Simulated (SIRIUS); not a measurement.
Set-up for a self-consistent single point of W (Im-3m, 2 atoms in the cell; from Materials Project mp-91, changed as shown).

```xyz
2
Lattice="3.1069 0.0000 0.0000 0.0000 3.1069 0.0000 0.0000 0.0000 3.1069" Properties=species:S:1:pos:R:3 pbc="T T T"
W      0.0000     0.0000     0.0000
W      1.5535     1.5535     1.5535
```

Level of theory: LDA (PW92), FP-LAPW (LAPW with two local orbitals a valence shell; core below -3 Ha), all-electron full potential with ZORA scalar-relativistic valence and Dirac core in SIRIUS 7.12.0.

SIRIUS settings:

- parameters.ngridk = 14 14 14
- basis = LAPW with two local orbitals a valence shell, core below -3 Ha
- unit_cell.atom_type_rmt = {W: 2.4} bohr
- parameters.xc_functionals = [XC_LDA_X, XC_LDA_C_PW]
- parameters.aw_cutoff = 7
- parameters.pw_cutoff = 16 1/bohr
- parameters.smearing = fermi_dirac
- parameters.smearing_width = 0.00367493 Ha
- parameters.electronic_structure_method = full_potential_lapwlo
- parameters.lmax_apw = 8
- parameters.lmax_rho = 8
- parameters.lmax_pot = 8
- parameters.auto_rmt = 0
- parameters.num_fv_states = 34
- parameters.num_mag_dims = 0
- parameters.num_dft_iter = 100
- parameters.energy_tol = 1e-07 Ha
- parameters.density_tol = 1e-06
- mixer.type = anderson
- mixer.beta = 0.4
- mixer.use_hartree = true

Results:

Number of valence electrons: 56
Number of bands: 34
Number of k-points after the program's reduction: 120
Size of the basis: 158
Number of SCF iterations: 10
FFT grid: 32 × 32 × 32
Free energy E − TS: -879293.3447 eV
Fermi level (on the code's own zero): 14.67 eV

For comparison: a first run was changed to give this one (lattice scaled by 0.98), and from it to this one the free energy rises by 14.7 meV/atom.

The structure comes from a collection of computed structures, made at another level of theory; the collection holds predicted forms beside known ones. Values depend on the basis (sphere radii, cutoffs, local orbitals), which need not be converged.

Cost on one core: very roughly 30 core-seconds.
